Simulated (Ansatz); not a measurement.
# Sensitivity of the gradients in ZnS with Cu replacing Zn to the input

Cell: a supercell of ZnS (wurtzite type, P6_3mc) built from an entry of the Crystallography Open Database (COD), with all atoms left at the host's positions.

Space group P3m1 (No. 156); a = 7.6220, c = 12.4680 Å, γ = 120.00°.

| site | Wyckoff | site symmetry | x | y | z |
| --- | --- | --- | --- | --- | --- |
| Cu | 1a | 3m. | 0.0000 | 0.0000 | 0.0000 |
| Zn2 | 1a | 3m. | 0.0000 | 0.0000 | 0.5000 |
| Zn3 | 3d | .m. | 0.0000 | 0.5000 | 0.0000 |
| Zn4 | 3d | .m. | 0.0000 | 0.5000 | 0.5000 |
| Zn9 | 3d | .m. | 0.1667 | 0.8333 | 0.2500 |
| Zn10 | 3d | .m. | 0.1667 | 0.8333 | 0.7500 |
| Zn15 | 1c | 3m. | 0.6667 | 0.3333 | 0.2500 |
| Zn16 | 1c | 3m. | 0.6667 | 0.3333 | 0.7500 |
| S17 | 1a | 3m. | 0.0000 | 0.0000 | 0.1925 |
| S18 | 1a | 3m. | 0.0000 | 0.0000 | 0.6925 |
| S19 | 3d | .m. | 0.0000 | 0.5000 | 0.1925 |
| S20 | 3d | .m. | 0.0000 | 0.5000 | 0.6925 |
| S25 | 3d | .m. | 0.1667 | 0.8333 | 0.4425 |
| S26 | 3d | .m. | 0.1667 | 0.8333 | 0.9425 |
| S31 | 1c | 3m. | 0.6667 | 0.3333 | 0.4425 |
| S32 | 1c | 3m. | 0.6667 | 0.3333 | 0.9425 |

One atom of each set is listed.

Reference run. The numbers come from a DFT calculation in Ansatz (PBE, plane waves and PAW, scalar-relativistic, 420 eV cutoff, Γ-centred 3×3×2 k-points, Fermi–Dirac smearing 0.01 eV, cell charge -1).

Problem. The input is changed as follows: `magnetization`: not typed → {spin_polarized: true}; `hamiltonian.hubbard`: not typed → {sites: [{species: Cu, l: d, u_eff: 6.0}], double_counting: amf}; `kpoints.mp_grid.shift`: not typed → [0.5, 0.5, 0.5]. What happens to V_zz (10²¹ V/m²) and η?

Solution. 

| site | V_zz reference | η reference | V_zz changed | η changed |
| --- | --- | --- | --- | --- |
| Cu | 1.71 | 0.00 | 1.67 | 0.04 |
| Zn2 | 1.28 | 0.00 | 1.26 | 0.03 |
| Zn3 | 3.10 | 0.23 | 3.08 | 0.23 |
| S17 | -3.94 | 0.00 | -3.99 | 0.03 |
| S18 | -0.44 | 0.00 | -0.49 | 0.20 |
| S19 | -1.12 | 0.65 | -1.17 | 0.58 |
| S23 | -1.12 | 0.65 | -1.17 | 0.70 |
| S20 | -0.50 | 0.88 | -0.54 | 0.73 |
| S25 | -1.41 | 0.13 | -1.45 | 0.07 |
| S26 | -3.86 | 0.19 | -3.77 | 0.19 |
| S28 | -3.86 | 0.19 | -3.85 | 0.16 |
| S32 | 0.73 | 0.00 | 0.68 | 0.16 |

The largest change of V_zz is on S26, from -3.86 to -3.77. In per cent, |V_zz| changes by -2 on Cu, -1 on Zn, -8 to +4 on S (all sites that start above 0.5). Where |V_zz| stays above 0.1, η moves most on S18, from 0.00 to 0.20. The table leaves out 11 of the 23 sites, with |V_zz| up to 2.49; their tensors move by 0.07 at most along any direction. The statements above cover all sites. Symmetry makes η zero on Cu, Zn2, S17, S18, S32; the changed mesh lacks the crystal's symmetry, and the η that it gives there is an artefact. SCF iterations: 11 and 15. New warnings: no starting moments, symmetry narrowed by mesh.

On the reference run: The defect repeats with the cell of 32 atoms, so it feels its images: sites between two images don't show the values beside a lone defect, and zeros or small values of η there can come from the images' arrangement. S and Zn carry a gradient in the pure host already, so the values there aren't the defect's effect alone. A uniform background compensates the cell's charge. With a gap of 0.9 eV on this mesh, small gradients can still move by 0.1 × 10²¹ V/m² or more as the k-mesh gets denser. The neighbours have not yet relaxed around the defect (largest force 0.81 eV/Å), so a real crystal will differ.
